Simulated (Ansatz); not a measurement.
Ansatz input

```yaml
crystal:
  lattice:
    - [4.6071081989, 0.0, 0.0]
    - [-2.3035540994, 3.9898727382, 0.0]
    - [0.0, 0.0, 2.461942814]
  atoms:
    - { symbol: V, position: [1.0, 0.0, 0.0], spin: 1.0 }
    - { symbol: V, position: [0.3333333333, 0.6666666667, 0.5], spin: 1.0 }
    - { symbol: V, position: [0.6666666667, 0.3333333333, 0.5], spin: 1.0 }
hamiltonian:
  xc: mr2scan
  pseudopotentials:
    kind: paw
    azcp:
      V: "pseudopotentials/V.paw.azcp"
basis:
  ecutwfc: 500
  fft_grid_basis: typed
kpoints:
  mp_grid: { grid: [11, 11, 17], shift: [0, 0, 0] }
magnetization:
  spin_polarized: true
scf:
  occupations: { method: fermi_dirac, width: 0.05 }
output:
  stress: true
```

and its output:

```
Engine: ansatz 0.2.0, aarch64-unknown-linux-gnu
Pseudopotentials: kind: paw
Pseudopotential: V, paw, valence charge 13, recommended cutoff 500 eV (meta_gga) 
Functional definition: m-r2SCAN
  exchange = m_r2scan_x
  correlation = m_r2scan_c
Crystal: 3 atoms, lattice volume = 45.255 Å³
Basis set: ecut = 500 eV, 1167 PW (Γ), exchange–correlation on 144×144×72 points (64 copies of the dense FFT grid, shifted against one another)
Bands: 26, of which v1, the nominal top of the filled ones, is band 20 counted from 1 (19 counted from 0)
Symmetry: 24 space group operations
Space group: P6/mmm (ITA 191), of the structure as read, at distance tolerance 3.6e-5 Å
Magnetic group: BNS 191.233 (UNI 1463), of the structure as read, at distance tolerance 3.6e-5 Å
k-points: 144 of 2057
Non-local potential: V, projectors of the file, l = 0: 3, l = 1: 2, l = 2: 3, l = 3: 1
PAW form: soft (Blöchl's): semilocal exchange-correlation on the pseudo side does not see the compensation charge
PAW frozen core: V, regenerated for the run's functional (the file was generated under x = pbe(κ = 0.804, μ = 0.2195149727645171), c = pbe(β = 0.06672455060314922))
PAW one-centre angular grid: V, 590 points (default); XC on 160 Gauss nodes
Initial density: superposition of atomic densities (chi_scale 0.1, normalization cell)
Starting moments: Σ|m| = 3 μB on 3 of 3 sites
Initial wavefunctions: pseudopotential atomic-orbital guess
Functional: x = mr2scan, c = mr2scan; τ floored in thin density (d = 2e-4 eV/Å³)
SCF iter   1: F=—  HF=-8751.498092 eV  |F-HF|=—  |Δ(HF+E_count)|=         —  Δρ=7.94e-2 (↑7.94e-2 ↓2.25e-2)  dr2=3.51e0  dr2_τ=3.08e-2  dr2_m=5.18e-1  M=1.750 μB ∫|m|=1.750 μB  β_m=0.72  ethr=3.10e-3  ⟨swp⟩=3.2  Hψ=24665  notcnv=0
Mixer restart at iter 1: flushing history
SCF iter   2: F=—  HF=-8750.074520 eV  |F-HF|=—  |Δ(HF+E_count)|=    1.42e0  Δρ=3.72e-2 (↑3.72e-2 ↓1.77e-2)  dr2=1.09e0  dr2_τ=7.52e-3  dr2_m=7.80e-2  M=1.550 μB ∫|m|=1.550 μB  β_m=1.00  ethr=3.10e-3  ⟨swp⟩=2.7  Hψ=15642  notcnv=0  defer=148  κ⁻¹=1.0e0(r=1)
SCF iter   3: F=—  HF=-8749.932074 eV  |F-HF|=—  |Δ(HF+E_count)|=   1.42e-1  Δρ=1.05e-2 (↑8.93e-3 ↓1.05e-2)  dr2=5.84e-2  dr2_τ=2.15e-3  dr2_m=5.76e-3  M=1.160 μB ∫|m|=1.160 μB  β_m=1.00  ethr=2.80e-3  ⟨swp⟩=2.9  Hψ=13746  notcnv=0  defer=148  κ⁻¹=3.5e-2(r=2)
SCF iter   4: F=—  HF=-8750.365018 eV  |F-HF|=—  |Δ(HF+E_count)|=         —  Δρ=2.76e-2 (↑2.68e-2 ↓2.76e-2)  dr2=4.10e-2  dr2_τ=1.18e-2  dr2_m=2.83e-1  M=-0.087 μB ∫|m|=0.099 μB  β_m=1.00  ethr=1.50e-4  ⟨swp⟩=2.4  Hψ=11670  notcnv=0  defer=81
Mixer restart at iter 4: flushing history
SCF iter   5: F=—  HF=-8750.572296 eV  |F-HF|=—  |Δ(HF+E_count)|=   2.07e-1  Δρ=7.62e-3 (↑7.62e-3 ↓4.49e-3)  dr2=9.37e-2  dr2_τ=6.38e-4  dr2_m=1.75e-3  M=-0.012 μB ∫|m|=0.029 μB  β_m=0.35  ethr=1.28e-4  ⟨swp⟩=3.2  Hψ=15590  notcnv=0  defer=79
SCF iter   6: F=—  HF=-8750.581588 eV  |F-HF|=—  |Δ(HF+E_count)|=   9.29e-3  Δρ=4.69e-3 (↑3.81e-3 ↓4.69e-3)  dr2=4.05e-2  dr2_τ=5.97e-4  dr2_m=8.21e-4  M=-0.013 μB ∫|m|=0.023 μB  β_m=0.36  ethr=1.28e-4  ⟨swp⟩=3.8  Hψ=16130  notcnv=0  defer=42  κ⁻¹=1.0e0(r=1)
...
SCF iter  15: F=—  HF=-8750.585048 eV  |F-HF|=—  |Δ(HF+E_count)|=   9.52e-9  Δρ=2.21e-6 (↑1.98e-6 ↓2.21e-6)  dr2=1.33e-9  dr2_τ=5.78e-11  dr2_m=7.93e-10  M=-0.000 μB ∫|m|=0.000 μB  β_m=0.30  ethr=5.32e-12  ⟨swp⟩=2.0  Hψ=13148  notcnv=0  defer=38  κ⁻¹=1.2e-7(r=8)
SCF iter  16: F=—  HF=-8750.585048 eV  |F-HF|=—  |Δ(HF+E_count)|=   6.10e-9  Δρ=6.69e-7 (↑6.69e-7 ↓4.30e-7)  dr2=2.52e-10  dr2_τ=5.37e-12  dr2_m=4.36e-11  M=-0.000 μB ∫|m|=0.000 μB  β_m=1.00  ethr=3.41e-12  ⟨swp⟩=2.0  Hψ=13206  notcnv=0  defer=38  κ⁻¹=7.4e-7(r=8)
SCF iter  17: F=-8750.585048 eV  HF=-8750.585048 eV  |F-HF|=1.46e-11  |Δ(HF+E_count)|=  1.60e-10  Δρ=2.45e-7 (↑2.45e-7 ↓1.26e-7)  dr2=5.67e-11  dr2_τ=4.47e-13  dr2_m=3.23e-12  M=0.000 μB ∫|m|=0.000 μB  ethr=1.00e-12  ⟨swp⟩=1.0  Hψ=17699  notcnv=0
SCF 1 converged in 17 iterations: F = -8750.585048 eV  dr2 = 5.67e-11
WARN: the starting moments were not kept: the SCF closed with an absolute magnetisation of 4.0e-6 μB, where they sum to 3 μB in size (3 sites). That is at most 0.1 of that sum. Measured as dr2_m measures the in/out step, that magnetisation stands 4.0e-12 eV from none, at or under the dr2_threshold of 1.0e-7 eV: it is no larger than a step whose dr2_m would equal this threshold. The system may hold no moment; this SCF shows only that its start led to no more than that. To try another start: raise the starting moments (crystal.atoms[].spin, magnetization.per_species, magnetization.initial_magnetization, or on a non-collinear deck that types none of these the spinor_matrix: blocks that start its atoms; where the total moment is fixed, keep their sum and leave initial_magnetization as it is; typed ones take the place of any that the run laid by itself, positive ones on a crystal's lanthanoids without a Hubbard term where scf.initial_density.shell_occupations: [] is typed) or, if the notice of its spin-set hold's release reads "site moments contracting" or "site moments show no strong build", lengthen the hold (scf.mixing.spin_hold: { on: { confirm: 4 } }; for m-r²SCAN on two components see the key's manual first). Each may lead to a state that holds a moment. A second SCF, from the converged charge density, with the starting moments and any scf.initial_density.shell_occupations laid on it anew, would have followed, and was not run: the deck does not ask for one (magnetization.retry_lost_moments is false, the default). To let it run, set magnetization.retry_lost_moments: true and run the deck again, where that key's refused combinations let it; where memory then withholds it, that run's warning says so.
this state was not tested for a lower state beside it, because the mixer in use, unlike msr1, does not test its closes by its own steps (another_mixer; see scf.mixing.algorithm and scf.lower_state_search)
SCF converged after 17 iterations
Magnetization: 0.0000 μB (19.5000 up, 19.5000 down)
Absolute magnetization: 0.0000 μB (∫|ρ↑−ρ↓|, with the PAW one-centre terms)
Spin contamination: 0.0000 ħ² per cell (⟨S²⟩ above its minimum at these occupations)
Per-site moments (μB) at R_I (Å): [(1.9838162179877563e-6, 1.015551410775), (4.830473455433513e-7, 1.015551410775), (4.830473455967961e-7, 1.015551410775)]
Free energy (F): -8750.585048 eV
Harris-Foulkes:  -8750.585048 eV  (|F-HF|=1.46e-11)
Internal energy: -8750.552589 eV  (E = F + TS)
E sigma→0 (E₀):  -8750.568819 eV
Entropy (-TS):   -0.032459 eV (-10.820 meV/atom)
Fermi energy:    14.605273 eV
--- Per-component energies (eV) ---
  E_band       = -563.610430
  E_kinetic    = 1000.552963
  E_local      = -2940.324022  (includes V_loc(G=0)·N_el)
  E_nonlocal   = -137.599617
  E_hartree    = 1318.451690
  E_xc         = -377.030087
  E_vxc        = -548.686414  (∫ρ·V_xc dr)
  E_paw        = -3362.269121  (= ΣΔE_a)
  E_vpaw       = -611.201892  (= ΣTr[D̂ρ^β])
  E_aug_tail   = 0.000546  (compensation charges beyond the density's cutoff)
  E_vtau       = 36.744599  (kinetic-family band-sum trace: ∫τ·v_τ [+ j·A + Jᵃ·Aᵃ] dr)
  E_ewald      = -4251.537598
  E_core_change = -0.797343  (= ΣΔE_core)
  E_smearing   = -0.032459  (= −TS)
  E_closure    = -0.000000  (closes the sum)
  Σ components = -8750.585048   (vs F -8750.585048, Δ=0.00e0)
--- Stress (GPa, compression-positive) ---
      -17.013169       0.000000       0.000000
        0.000000     -17.013169       0.000000
        0.000000       0.000000     -17.276013
  P = ⅓ Tr σ = -17.1008 GPa (-171.008 kbar)
```
